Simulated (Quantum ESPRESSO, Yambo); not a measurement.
WO₃ (ReO3 type, space group Pm-3m, No. 221): one geometry, one set of norm-conserving PBEsol (Quantum ESPRESSO, 84 Ry, with spin-orbit coupling) orbitals, self-energies from Yambo (4×4×4 Γ-centred k mesh, bands 5 to 214 and a 8 Ry block in the screening, 214 bands in G with the Bruneval-Gonze terminator, plasmon pole fitted at 27.2 eV).

| level | gap R → Γ (eV) | direct gap at Γ (eV) |
|---|---|---|
| PBEsol (Quantum ESPRESSO) | 0.42 | 1.41 |
| exchange only (Hartree-Fock self-energy on PBEsol orbitals) | … | … |
| static COHSEX@PBEsol | … | … |
| G0W0@PBEsol, plasmon pole | 1.33 | 2.41 |

### Question
Complete the blanks.

### Answer

- exchange only (Hartree-Fock self-energy on PBEsol orbitals), gap R → Γ (eV): 10.32
- exchange only (Hartree-Fock self-energy on PBEsol orbitals), direct gap at Γ (eV): 11.09
- static COHSEX@PBEsol, gap R → Γ (eV): 1.76
- static COHSEX@PBEsol, direct gap at Γ (eV): 2.91

Bare exchange has no screening and gives the widest gap; static COHSEX screens it but leaves out the frequency dependence, which G0W0 restores.

Nearest settings tried, and what they do to the gap: 86 bands in W, 86 bands in G: +128 meV; 7 Ry block (147 vectors against 171): -7 meV. Not varied: mesh. So the settings aren't converged at that level.

Geometry relaxed with PBEsol; primitive cell a = 3.7950 Å, b = 3.7950 Å, c = 3.7950 Å, α = 90.00°, β = 90.00°, γ = 90.00°.

The structure is a Materials Project entry; no match was found in the copy of COD used, and its stability was not checked.
